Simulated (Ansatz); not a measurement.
Relaxed-ion elastic tensor of Cu (body-centred tetragonal, I4/mmm) in GPa (Voigt order), PBEsol (plane waves, PAW; program Ansatz); density 9.29 g/cm³, 11.36 Å³ per atom.

|  | 1 | 2 | 3 | 4 | 5 | 6 |
|---|---|---|---|---|---|---|
| 1 | 152 | 179 | 161 | 0.0 | 0.0 | 0.0 |
| 2 | 179 | 152 | 161 | 0.0 | 0.0 | 0.0 |
| 3 | 161 | 161 | 183 | 0.0 | 0.0 | 0.0 |
| 4 | 0.0 | 0.0 | 0.0 | 107 | 0.0 | 0.0 |
| 5 | 0.0 | 0.0 | 0.0 | 0.0 | 107 | 0.0 |
| 6 | 0.0 | 0.0 | 0.0 | 0.0 | 0.0 | 126 |

**Question.** Is the crystal mechanically stable?

**Answer.** No: the smallest eigenvalue of C is -27.6 GPa.

The workflow started from a Materials Project entry (that database holds measured and hypothetical structures alike); the Crystallography Open Database copy checked does not list it. It is not the phase usual at ambient conditions (space group No. 225). Symmetry was held in the PBEsol relaxation. At this level the phase is mechanically unstable. No spin polarisation was allowed. As this level gives no gap, shear constants depend on the k-mesh and smearing (Fermi–Dirac, 0.1 eV here).

Potentials: the later of the program's two PAW sets.
